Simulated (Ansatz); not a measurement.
## CdTe, first-principles data

CdTe:
```
CELL_PARAMETERS angstrom
      4.52331     0.00000     0.00000
     -2.26166     3.91730     0.00000
      0.00000     0.00000    10.26369
ATOMIC_POSITIONS crystal
  Cd 0.50040 0.00000 0.66667
  Cd 0.00000 0.50040 0.33333
  Cd 0.49960 0.49960 0.00000
  Te 0.50026 0.00000 0.16667
  Te 0.00000 0.50026 0.83333
  Te 0.49974 0.49974 0.50000
```

Space group P6_222 (No. 180); conventional cell a = 4.523 Å, b = 4.523 Å, c = 10.264 Å, α = 90.00°, β = 90.00°, γ = 120.00°.

Method: DFT-PBEsol in the program Ansatz with PAW potentials. The cell and atoms are relaxed at this level. Other levels are named where they apply.

### Cell and energy

```
Quantity                                                       Value
-----------------------------------------------------  -------------
Volume per atom                                             30.31 Å³
Density                                                   6.57 g/cm³
Formation energy from the elements (no fitted shifts)  -0.30 eV/atom
```

### Electronic structure

```
Property                                                                     Result
----------------------------------------  -----------------------------------------
Band gap                                                         0.09 eV (indirect)
Valence-band maximum                                                           at A
Conduction-band minimum                                                        at Γ
Smallest direct gap on the standard path                                    0.16 eV
Electron effective mass                   0.014, 0.051, 0.051 mₑ (principal values)
Hole effective mass                          0.26, 0.26, 0.48 mₑ (principal values)
Gap with spin–orbit coupling                                        none (metallic)
```

### Phonons

```
Property                                                            Result
--------------------------------------------------  ----------------------
Highest zone-centre frequency (without LO–TO term)                169 cm⁻¹
Zone-centre stability                               no imaginary mode at Γ
```

The start of the workflow was typed in or built on a structure type; neither database checked (COD, Materials Project) lists it. It is not the phase usual at ambient conditions (space group No. 216). The PBEsol relaxation kept the symmetry of its start. Point labels and valley counts follow the cell and symmetry of the run, lower than the named group. The references are the lowest solids computed at this level, not always the standard phases. Spin–orbit coupling is left out wherever it is not named.

Potentials: the earlier of the program's two PAW sets. The files were generated under PBE; for other functionals the program regenerates the frozen cores, and for LDA and PBEsol the local potential too.
